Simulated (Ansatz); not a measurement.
Starting cell, GaN (zinc blende):

```
GaN
1.0
    0.00000     2.24896     2.24896
    2.24896     0.00000     2.24896
    2.24896     2.24896     0.00000
N Ga
1 1
Direct
  0.75000   0.75000   0.75000
  0.00000   0.00000   0.00000
```

In this cell atom 2 (Ga, nearest neighbour N at 1.948 Å; its periodic images, 3.2 Å or more away, move with it) is moved by s along Cartesian [110], unit vector (0.707, 0.707, 0.000); all other atoms and the cell stay fixed.

The numbers are results of r2SCAN (plane waves to 500 eV, PAW, scalar-relativistic; Ansatz, an electronic-structure program), not measurements. k mesh 10×10×10 (Γ-centred), Fermi-Dirac smearing 0.05 eV. E stands for the smeared free energy. F∥ is the force on the atom along that direction. F⊥ is the part of the force across the line. GaN was relaxed with its symmetry unable to fall. The zero of ΔE is the undisplaced structure.

```tsv
s (Å)	F∥ (eV/Å)	|F⊥| (eV/Å)	ΔE (eV/cell)
-0.390	___	4.678	1.094
-0.312	4.628	2.895	0.673
-0.234	___	1.587	0.366
-0.156	2.076	0.692	___
-0.078	1.008	0.171	0.039
0.000	0.000	0.000	0.000
0.078	-1.008	0.171	0.039
0.156	-2.076	0.692	___
0.234	___	1.587	0.366
0.312	-4.628	2.895	0.673
0.390	___	4.678	1.094
```

### Question
Some entries are withheld; supply them.

### Answer

- -0.390, F∥ (eV/Å): 6.220
- -0.234, F∥ (eV/Å): 3.264
- -0.156, ΔE (eV/cell): 0.159
- 0.156, ΔE (eV/cell): 0.159
- 0.234, F∥ (eV/Å): -3.264
- 0.390, F∥ (eV/Å): -6.220

(For displaced atoms, the force is minus the slope of the energy, and its curvature is a force constant, which sets phonon frequencies.)
